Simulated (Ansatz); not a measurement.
## Is this Zr3H structure a true minimum?

It was reached by relaxing an invented guess, and it needn't be the stable form of this composition.

Method: DFT PBE, scalar-relativistic, plane waves, PAW (Ansatz 0.2.0). Plane waves to 420 eV, a k mesh through Γ of 12×12×2 on the computed 8-atom cell and Gaussian smearing (0.10 eV); no spin polarisation.

The cell below (8 atoms, space group P6_3mc (No. 186)) is relaxed within its symmetry.

```
CELL_PARAMETERS angstrom
3.25008 0.00000 0.00000
-1.62504 2.81465 0.00000
0.00000 0.00000 16.07361
ATOMIC_POSITIONS crystal
Zr 0.33333 0.66667 0.99430
Zr 0.66667 0.33333 0.17306
Zr 0.33333 0.66667 0.33524
Zr 0.66667 0.33333 0.49430
Zr 0.33333 0.66667 0.67306
Zr 0.66667 0.33333 0.83524
H 0.33333 0.66667 0.12239
H 0.66667 0.33333 0.62239
```

For the test it was strained at random (σ = 1.5 % a component), the atoms were moved at random (σ = 0.05 Å), and all was relaxed again on a coarse 6×6×2 mesh (in the run’s order of axes) with 0.20 eV smearing, with no symmetry imposed.

Question: What happens?

Answer: It doesn't return. The energy falls by 14 meV/atom on that mesh, the volume changes by -0.5 %, and the end has space group Cmc2_1 (No. 36) at a loose tolerance. Relaxed again on a 10×10×2 mesh with 0.10 eV smearing, the new structure lies 13 meV/atom below the first (mesh in the axes of the run's cell; the cell below is made exact in the group named). Space group Cmc2_1 (No. 36), orthorhombic, a = 3.346 Å, b = 5.486 Å, c = 15.936 Å. Zr on its first site is surrounded by 1 H at 2.07 Å, 11 Zr at 3.13–3.35 Å, 2 H at 3.34 Å and 1 Zr at 3.79 Å; Zr on its second site has 3 H at 2.05–2.08 Å, 11 Zr at 3.19–3.35 Å, 1 H at 3.68 Å and 1 Zr at 3.79 Å; Zr on its third site has 12 Zr at 3.13–3.35 Å and 1 H at 3.45 Å; around H lie 4 Zr at 2.05–2.08 Å, 6 H at 3.21–3.35 Å and 3 Zr at 3.34–3.45 Å.

```cif
data_structure
_symmetry_space_group_name_H-M 'P 1'
_symmetry_Int_Tables_number 1
_cell_length_a 3.2129
_cell_length_b 3.2129
_cell_length_c 15.9358
_cell_angle_alpha 90.000
_cell_angle_beta 90.000
_cell_angle_gamma 117.243
_cell_volume 146.26
loop_
_atom_site_label
_atom_site_type_symbol
_atom_site_fract_x
_atom_site_fract_y
_atom_site_fract_z
_atom_site_occupancy
Zr1 Zr 0.26593 0.73407 0.99608 1
Zr2 Zr 0.72898 0.27102 0.17269 1
Zr3 Zr 0.36752 0.63248 0.33635 1
Zr4 Zr 0.73407 0.26593 0.49608 1
Zr5 Zr 0.27102 0.72898 0.67269 1
Zr6 Zr 0.63248 0.36752 0.83635 1
H1 H 0.38135 0.61865 0.11985 1
H2 H 0.61865 0.38135 0.61985 1
```
